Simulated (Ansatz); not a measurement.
## Cs3Al2: course of a relaxation

The calculation used DFT PBEsol, scalar-relativistic, plane waves, PAW (Ansatz). Settings: 420 eV cutoff, 6×6×6 k-mesh, Gaussian smearing of 0.10 eV, no spin polarisation.

What was changed in Li3Ga2: Ga → Al, Li → Cs on all its sites, cell and atoms relaxed.

Command:

```bash
ansatz run input.yaml --threads 1 --pin off --max-ram 2560MiB --backend cpu --events-out ev --progress --plain --runs-dir out
```

Input:

```yaml
crystal:
  lattice:
    - [2.915616512, 1.6833319781, 6.1648506911]
    - [-2.915616512, 1.6833319781, 6.1648506911]
    - [0.0, -3.3666639562, 6.1648506911]
  atoms:
    - { symbol: Cs, position: [0.4037685594, 0.4037685594, 0.4037685594] }
    - { symbol: Cs, position: [0.5962314406, 0.5962314406, 0.5962314406] }
    - { symbol: Cs, position: [0.0, 0.0, 0.0] }
    - { symbol: Al, position: [0.8002301191, 0.8002301191, 0.8002301191] }
    - { symbol: Al, position: [0.1997698809, 0.1997698809, 0.1997698809] }
basis:
  ecutwfc: 420
kpoints:
  mp_grid: { grid: [6, 6, 6] }
hamiltonian:
  xc: pbesol
scf:
  occupations: { method: gaussian, width: 0.1 }
output:
  forces: true
  stress: true
  eigenvalues: true
relax:
  adjacent_minimum: "off"
  f_tol: 0.01
  max_steps: 60
  cell: { stress_tol: 0.1 }
```

F is the free energy. Steps run on the plane waves of an earlier cell, but the last one, and at times one on the way, on a freshly chosen basis, so a repeated geometry can differ a little in energy.

Steps (first and last ten):

```tsv
step	F − F(1) (eV)	largest force component (eV/Å)	V (Å³/atom)	P (GPa)
1	0.0000	0.516	36.308	0.96
2	-0.1706	0.113	37.317	0.29
3	-0.2688	0.051	38.002	-0.01
4	-0.3255	0.025	38.087	0.05
5	-0.3444	0.087	38.934	-0.14
6	-0.3566	0.009	38.983	0.12
7	-0.3644	0.026	39.510	0.23
8	-0.3765	0.006	40.450	0.11
9	-0.3870	0.031	41.104	0.11
10	-0.3946	0.083	41.512	0.10
28	-1.1862	0.001	51.589	-0.03
29	-1.3119	0.000	51.589	0.25
30	-1.3395	0.019	52.626	0.20
31	-1.3639	0.007	53.088	0.19
32	-1.3836	0.007	53.672	0.16
33	-1.3986	0.006	54.544	0.12
34	-1.4089	0.003	55.522	0.08
35	-1.4143	0.001	56.500	0.04
36	-1.4151	0.002	57.252	0.00
37	-1.4228	0.002	57.252	0.02
```

Relaxed structure:

```yaml
crystal:
  lattice:
    - [2.33673, 1.34911, 15.13400]
    - [-2.33673, 1.34911, 15.13400]
    - [0.00000, -2.69823, 15.13400]
  atoms:
    - { symbol: Cs, position: [0.43880, 0.43880, 0.43880] }
    - { symbol: Cs, position: [0.56120, 0.56120, 0.56120] }
    - { symbol: Cs, position: [0.00000, 0.00000, 0.00000] }
    - { symbol: Al, position: [0.83334, 0.83334, 0.83334] }
    - { symbol: Al, position: [0.16666, 0.16666, 0.16666] }
```

Symmetry: R-3m, No. 166, trigonal system. Conventional cell: a = 4.673 Å, b = 4.673 Å, c = 45.402 Å, α = 90.00°, β = 90.00°, γ = 120.00°. Cs (site symmetry 3m) is surrounded by 6 Al at 3.87 Å. Around Al (site symmetry 3m) lie 3 Al at 2.70 Å.

The run converged. Time: 6.8 min on 1 thread of Intel(R) Xeon(R) Platinum 8259CL CPU @ 2.50GHz (Skylake/Cascade Lake), on a shared host, peak memory 1.5 GiB.